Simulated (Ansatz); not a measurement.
Calculated with Ansatz: HfAg2S2, relaxation

Input:

```yaml
crystal:
  lattice:
    - [0.0, 3.845495, 0.0]
    - [3.845495, 0.0, 0.0]
    - [1.922748, 1.922748, -6.810684]
  atoms:
    - { symbol: Hf, position: [0.0, 0.0, 0.0] }
    - { symbol: Ag, position: [0.75, 0.25, 0.5] }
    - { symbol: Ag, position: [0.25, 0.75, 0.5] }
    - { symbol: S, position: [0.36, 0.36, 0.28] }
    - { symbol: S, position: [0.64, 0.64, 0.72] }
  symmetry: { tolerance: 0.0003 }
kpoints:
  mp_grid: { grid: [5, 5, 5], shift: [0, 0, 0] }
magnetization:
  noncollinear: true
  spin_orbit: true
scf:
  occupations: { method: fermi_dirac, width: 0.045 }
  lower_state_search: "off"
hamiltonian:
  pseudopotentials: { kind: paw_fr }
  xc: r2scan
basis:
  ecutwfc: 500
  fft_grid_basis: typed
relax:
  max_steps: 40
output:
  forces: true
  stress: true
  eigenvalues: true
  bader: true
  populations: true
  elf: true
  write_potential: true
  volumetric_format: npy
  dos:
    e_range: [-12, 8]
    de: 0.05
    projected: { site_lists: { Ag: [Ag], Hf: [Hf], S: [S] } }
    method: { smearing: { sigma: 0.1, scheme: gaussian } }
  write_density: true
checkpoint:
  read: saved_state
```

Run with:

```bash
ansatz run input.yaml --threads 2 --pin off --max-ram 2560MiB --backend cpu --events-out ev --progress --plain --runs-dir out
```

Origin of the cell: a known structure type with other elements, at an estimated volume, so it need not be a known compound.

The saved state is a converged single point of the same cell.

Steps:

| step | ΔF (meV/atom) | max force component (eV/Å) | SCF iterations | step was |
| --- | --- | --- | --- | --- |
| 1 | 0.0 | 4.718 | 10 | accepted |
| 2 | -297.3 | 2.973 | 8 | accepted |
| 3 | -469.4 | 1.425 | 8 | accepted |
| 4 | -508.3 | 0.500 | 7 | accepted |
| 5 | -512.9 | 0.004 | 6 | accepted |
| 6 | -512.9 | 0.005 | 3 | accepted |

Before:

Space group I4/mmm (No. 139); the run's cell has a = 3.845 Å, b = 3.845 Å, c = 7.333 Å, α = 74.80°, β = 74.80°, γ = 90.00°. Shortest distances: Ag–S 2.44 Å, Ag–Ag 2.72 Å, Hf–S 3.32 Å.

The relaxed structure.

Space group I4/mmm (No. 139); the run's cell has a = 3.845 Å, b = 3.845 Å, c = 7.333 Å, α = 74.80°, β = 74.80°, γ = 90.00°. Shortest distances: Ag–Ag 2.72 Å, S–S 2.74 Å, Ag–S 2.80 Å, Hf–S 3.04 Å.

```
CELL_PARAMETERS angstrom
0.00000 3.84549 0.00000
3.84549 0.00000 0.00000
1.92275 1.92275 -6.81068
ATOMIC_POSITIONS crystal
Hf 0.00000 0.00000 0.00000
Ag 0.75000 0.25000 0.50000
Ag 0.25000 0.75000 0.50000
S 0.39954 0.39954 0.20093
S 0.60046 0.60046 0.79907
```

```yaml
Free_energy_lowered_by: 512.9 meV/atom
Final_pressure: -9.51 GPa
Relaxation_steps_listed: 6
```

Caveats: no moments, though an odd count or open d shells may carry them; the SCF threshold is looser than advised for a stress; the k mesh is coarse if the cell is a metal; the relaxation held the start's symmetry, so the end may be a saddle point.

The run took 9.2 min on 2 threads of Arm Neoverse N1, on a shared host, peak memory 1.3 GiB, from a saved density.
